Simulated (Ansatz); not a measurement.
Relaxed structure of CO on the (111) surface of Sn, one molecule per 74.8 Å² (the molecule's atoms stand last):

```xyz
18
Lattice="9.2964 0.0000 0.0000 -4.6482 8.0509 0.0000 0.0000 0.0000 23.8941" Properties=species:S:1:pos:R:3 pbc="T T T"
Sn    4.6482    2.6836    8.0000
Sn    2.3241    6.7091    8.0000
Sn    0.0000    2.6836    8.0000
Sn   -2.3241    6.7091    8.0000
Sn    2.3241    4.0255    8.9488
Sn    4.6482    0.0000    8.9488
Sn   -2.3241    4.0255    8.9488
Sn    0.0000    0.0000    8.9488
Sn   -2.3529    4.1746   11.8785
Sn    0.0000    0.1291   11.8813
Sn    2.3529    4.1746   11.8785
Sn    4.6482    0.1403   11.9186
Sn    4.6482    5.5168   12.8842
Sn    6.9903    1.4940   12.8242
Sn    0.0000    5.4764   12.7936
Sn    2.3061    1.4940   12.8242
C     0.0000    2.8842   14.7512
O     0.0000    2.9421   15.8939
```

Computed with Ansatz, DFT PBE+D3(BJ), scalar-relativistic, plane waves, PAW. Plane waves to 420 eV, a k mesh through Γ of 3×3×1 on the computed 18-atom cell and Gaussian smearing (0.10 eV); no spin polarisation. The cell repeats along c with a dipole correction in the vacuum.

The slab and the molecular layer are also computed alone at these places.

Question: How does the adsorption energy per molecule split into interaction and deformation?

Answer: E_ads = -0.262 eV: interaction of the rigid parts -0.273 eV, deformation of the slab +0.007 eV, deformation of the molecule with its lateral interactions +0.004 eV.

Question: How much charge moves across the plane at z = 13.82 Å, midway between slab and molecule?

Answer: About 0.06 electrons a cell move up to the molecule; half the integral of |Δρ| is 0.14 e.

Question: How does the density difference (whole less rigid parts, positive where electrons gather), summed over the plane, run along c?

Answer: (z (Å), Δρ (e/Å)): (6.12, 0.001), (6.27, 0.001), (6.42, 0.000), (6.72, -0.001), (6.87, -0.002), (7.02, -0.003), (7.17, -0.004), (7.32, -0.003), (7.62, 0.000), (7.77, 0.002), (7.91, 0.004), (8.06, 0.004), (8.21, 0.005), (8.36, 0.004), (8.66, 0.002), (8.81, -0.001), (8.96, -0.004), (9.11, -0.006), (9.26, -0.008), (9.56, -0.009), (9.71, -0.008), (9.86, -0.006), (10.01, -0.003), (10.15, -0.001), (10.45, 0.003), (10.60, 0.004), (10.75, 0.004), (10.90, 0.004), (11.05, 0.002), (11.20, 0.001), (11.50, 0.000), (11.65, 0.001), (11.80, 0.002), (11.95, 0.001), (12.10, -0.001), (12.40, -0.016), (12.54, -0.026), (12.69, -0.036), (12.84, -0.044), (12.99, -0.050), (13.29, -0.050), (13.44, -0.042), (13.59, -0.027), (13.74, -0.007), (13.89, 0.013), (14.04, 0.027), (14.34, 0.033), (14.49, 0.038), (14.64, 0.052), (14.78, 0.056), (14.93, 0.038), (15.23, -0.006), (15.38, -0.017), (15.53, -0.019), (15.68, -0.006), (15.83, 0.020), (16.13, 0.021), (16.28, 0.011), (16.43, 0.009), (16.58, 0.007), (16.73, 0.005), (16.88, 0.004), (17.17, 0.002), (17.32, 0.001), (17.47, 0.001), (17.62, 0.000), (17.77, 0.000), (18.07, 0.000), (18.22, 0.000), (18.37, 0.000)